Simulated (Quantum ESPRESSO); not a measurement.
# Computed records: Si3Ge4C (made-up cell)

Calculation on a made-up crystal cell, not a measurement: periodic Kohn-Sham density functional theory in plane waves with PseudoDojo standard norm-conserving scalar-relativistic pseudopotentials, each functional with its own files (v0.5 for PBE, v0.4.1 for LDA and PBEsol), no spin polarisation, no spin-orbit coupling, atoms not relaxed, stress positive in tension, energies less a fixed whole-eV offset for each atom's element; levels are Kohn-Sham levels at fractions of this cell's reciprocal vectors, counted from the reference band (half the neutral cell's valence electrons, rounded up) at Gamma; error bars cover cutoff and k-mesh only, not smearing or the files; added strain carries the atoms with the cell, and shear is the tensor component; each bar is the largest change over components, and at least 0.002 eV, 0.002 eV per angstrom or 0.02 GPa; energies are for the whole cell, and the offsets were chosen from early runs and are not element reference energies. Program: Quantum ESPRESSO 7.5.

Settings shared by all entries: lattice type zincblende/diamond; functional pbe; cutoff 1116 eV; fermi dirac smearing 0.1 eV; scf tolerance 1e-07 eV; electrons removed 0; k mesh 6 x 6 x 6, shifted by half a step.

(1) Si3Ge4C (made-up cell)

```
cell vectors (Å)
   5.6876     0.0074    -0.0063
   0.0074     5.7008    -0.0737
  -0.0063    -0.0737     5.6734
atoms (fractions of the cell vectors)
Si  0.00400 -0.00829  0.00064
Ge -0.00003  0.50242  0.50309
Si  0.50241 -0.00464  0.50168
Si  0.49891  0.50688  0.00462
C   0.24486  0.24637  0.25235
Ge  0.25450  0.74992  0.75487
Ge  0.74891  0.25077  0.75048
Ge  0.74837  0.74938  0.25241
```

* free energy less offsets: 1.05 eV
* smearing term minus ts: -0.022 eV
* scf iterations: 11
* pressure: -7.698 GPa
* stress xx: 7.612 GPa
* stress yy: 8.043 GPa
* stress zz: 7.439 GPa
* stress yz: -1.328 GPa
* stress xz: -0.09555 GPa
* stress xy: 0.08364 GPa
* fermi level: -0.01094 eV
* reference band: 36
* error bar energy: 0.004415 eV
* error bar stress: 0.02 GPa
* error bar force: 0.003233 eV/Å
* error bar next band up: 0.002 eV
* error bar fermi level: 0.02629 eV
* error bars from: tighter rerun of a related cell

Atoms:
```
atoms element  atom site  atom energy offset (eV)
           Si          1                     -115
           Ge          2                    -2430
           Si          3                     -115
           Si          4                     -115
            C          5                     -163
           Ge          6                    -2430
           Ge          7                    -2430
           Ge          8                    -2430
```

Forces:
```
site  x (eV/Å)  y (eV/Å)  z (eV/Å)
   1    0.6293     1.709     1.247
   2     1.009    -1.417    -1.159
   3    -1.271      1.31   -0.8668
   4   -0.9833    -1.583    0.8012
   5   0.09082   -0.1796   -0.1657
   6    0.3906    0.1793  -0.04703
   7   -0.0358   -0.2904     0.463
   8    0.1702    0.2707   -0.2735
```

Levels:
```
level k point  next band up (eV)
        Gamma            0.04712
(1/2,1/2,1/2)            -0.6932
   (0.15,0,0)             0.2971
   (0,0.15,0)             0.3115
   (0,0,0.15)             0.3023
```

(2) Si3Ge4C (made-up cell)

```
cell vectors (Å)
   5.6876     0.0074    -0.0063
   0.0074     5.7008    -0.0737
  -0.0063    -0.0737     5.6734
atoms (fractions of the cell vectors)
Si  0.00400 -0.00829  0.00064
Ge -0.00003  0.50242  0.50309
Si  0.50241 -0.00464  0.50168
Si  0.49891  0.50688  0.00462
Ge  0.24486  0.24637  0.25235
C   0.25450  0.74992  0.75487
Ge  0.74891  0.25077  0.75048
Ge  0.74837  0.74938  0.25241
```

- free energy less offsets: 0.7903 eV
- smearing term minus ts: -0.02129 eV
- scf iterations: 11
- pressure: -8.252 GPa
- stress xx: 8.333 GPa
- stress yy: 8.309 GPa
- stress zz: 8.114 GPa
- stress yz: -1.896 GPa
- stress xz: -0.1367 GPa
- stress xy: -0.1081 GPa
- fermi level: -0.01722 eV
- reference band: 36
- error bar energy: 0.004415 eV
- error bar stress: 0.02 GPa
- error bar force: 0.003233 eV/Å
- error bar next band up: 0.002 eV
- error bar fermi level: 0.02629 eV
- error bars from: tighter rerun of this cell

Atoms:
```
atoms element  atom site  atom energy offset (eV)
           Si          1                     -115
           Ge          2                    -2430
           Si          3                     -115
           Si          4                     -115
           Ge          5                    -2430
            C          6                     -163
           Ge          7                    -2430
           Ge          8                    -2430
```

Forces:
```
site  x (eV/Å)  y (eV/Å)  z (eV/Å)
   1    0.8588   -0.8862    -1.345
   2      1.02     1.003     1.247
   3    -1.366   -0.6215       1.1
   4    -1.343    0.4794    -1.233
   5    0.7456   -0.1475    -0.262
   6  -0.04303    0.1626    0.2609
   7  -0.04021   -0.2772    0.4863
   8    0.1681    0.2873    -0.253
```

Levels:
```
level k point  next band up (eV)
        Gamma            0.05248
(1/2,1/2,1/2)            -0.6843
   (0.15,0,0)             0.3657
   (0,0.15,0)             0.3675
   (0,0,0.15)             0.3695
```
